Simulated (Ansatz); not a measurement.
A relaxation computed with Ansatz, from input to last step.

```yaml
crystal:
  lattice:
    - [-1.9853044583, 1.9853044583, 6.5623358374]
    - [1.9853044583, -1.9853044583, 6.5623358374]
    - [1.9853044583, 1.9853044583, -6.5623358374]
  atoms:
    - { symbol: Bi, position: [0.3399163321, 0.3399163321, 0.0] }
    - { symbol: Pb, position: [0.65432133, 0.65432133, 0.0] }
    - { symbol: Br, position: [0.9914781271, 0.9914781271, 0.0] }
    - { symbol: O, position: [0.7571416054, 0.2571416054, 0.5] }
    - { symbol: O, position: [0.2571416054, 0.7571416054, 0.5] }
basis:
  ecutwfc: 500
kpoints:
  mp_grid: { grid: [8, 8, 8] }
hamiltonian:
  xc: r2scan
scf:
  occupations: { method: gaussian, width: 0.02 }
output:
  forces: true
  stress: true
  eigenvalues: true
  write_density: true
  write_potential: true
  elf: true
  volumetric_format: npy
relax:
  adjacent_minimum: "off"
  f_tol: 0.02
  max_steps: 70
  cell: { stress_tol: 0.1 }
```

```bash
ansatz run input.yaml --threads 2 --pin off --max-ram 5120MiB --backend cpu --events-out ev --progress --plain --runs-dir out
```

All numbers below come from DFT r2SCAN, scalar-relativistic, plane waves, PAW in Ansatz 0.2.0.

Of 3 frames 3 are shown, positions in Å and forces in eV/Å; the SCF threshold varies from step to step. Steps run on the plane waves of an earlier cell, with a Pulay correction in the pressure. The basis is chosen afresh for the last frame, the zero of the energies, and can be on the way; energy and pressure step there, also at an unchanged geometry.

```xyz
5
Lattice="-1.9853 1.9853 6.5623 1.9853 -1.9853 6.5623 1.9853 1.9853 -6.5623" Properties=species:S:1:pos:R:3:forces:R:3 pbc="T T T" step=1 free_energy_over_end_meV_per_atom=0.03 pressure_GPa=0.06
Bi    0.0000    0.0000    4.4613    0.0000    0.0000    0.0270
Pb    0.0000    0.0000    8.5878    0.0000    0.0000    0.0230
Br    0.0000    0.0000   13.0128    0.0000    0.0000   -0.0110
O     0.0000    1.9853    3.3749    0.0000    0.0000   -0.0200
O     1.9853    0.0000    3.3749    0.0000    0.0000   -0.0200
5
Lattice="-1.9858 1.9858 6.5682 1.9858 -1.9858 6.5682 1.9858 1.9858 -6.5682" Properties=species:S:1:pos:R:3:forces:R:3 pbc="T T T" step=2 free_energy_over_end_meV_per_atom=0.01 pressure_GPa=0.00
Bi    0.0000    0.0000    4.4663    0.0000    0.0000    0.0070
Pb    0.0000    0.0000    8.5993    0.0000    0.0000    0.0050
Br    0.0000    0.0000   13.0211    0.0000    0.0000   -0.0130
O     0.0000    1.9858    3.3773    0.0000    0.0000    0.0010
O     1.9858    0.0000    3.3773    0.0000    0.0000    0.0010
5
Lattice="-1.9858 1.9858 6.5682 1.9858 -1.9858 6.5682 1.9858 1.9858 -6.5682" Properties=species:S:1:pos:R:3:forces:R:3 pbc="T T T" step=3 free_energy_over_end_meV_per_atom=0.00 pressure_GPa=0.00
Bi    0.0000    0.0000    4.4663    0.0000    0.0000    0.0070
Pb    0.0000    0.0000    8.5993    0.0000    0.0000    0.0050
Br    0.0000    0.0000   13.0211    0.0000    0.0000   -0.0130
O     0.0000    1.9858    3.3773    0.0000    0.0000    0.0010
O     1.9858    0.0000    3.3773    0.0000    0.0000    0.0010
```

The run took 73 s on 2 threads of Arm Neoverse V1 (shared host), peak memory 0.75 GiB.

Spin–orbit coupling is left out, which can shift energies with elements as heavy as these.